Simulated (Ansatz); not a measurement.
RbCNO:
```
CELL_PARAMETERS angstrom
     -3.69305     3.12165     3.15355
      3.69305    -3.12165     3.15355
      3.69305     3.12165    -3.15355
ATOMIC_POSITIONS crystal
  Rb 0.24833 0.24833 0.00000
  Rb 0.24833 0.74833 0.50000
  C  0.75015 0.00141 0.24874
  C  0.75267 0.50141 0.75126
  N  0.75282 0.13652 0.11630
  N  0.02023 0.63652 0.88370
  O  0.74946 0.86374 0.38573
  O  0.47801 0.36374 0.61427
```

DFT-r²SCAN in the program Ansatz with PAW potentials gives a gap of 5.22 eV without spin–orbit coupling, maximum at X, minimum at Γ.

Problem. What happens when spin–orbit coupling is switched on?

Solution. The gap hardly moves, to 5.22 eV; maximum at X, minimum at Γ.

Problem. Give the electron effective mass with spin–orbit coupling.

Solution. 0.53, 0.59, 0.59 mₑ (principal values).

Problem. Give the hole effective mass with spin–orbit coupling.

Solution. 1.8, 1.8, 15 mₑ (principal values).

Space group Ima2. The workflow started from a Materials Project entry (that database holds measured and hypothetical structures alike); the Crystallography Open Database copy checked does not list it. With N and O taken as one species the cell has the higher symmetry I4/mcm, so it may be an ordered model of a mixed-site phase. Its standing as an ambient phase is unchecked. Symmetry was held in the r²SCAN relaxation; whether a distortion lowers the energy is not shown.

Potentials: the later of the program's two PAW sets.
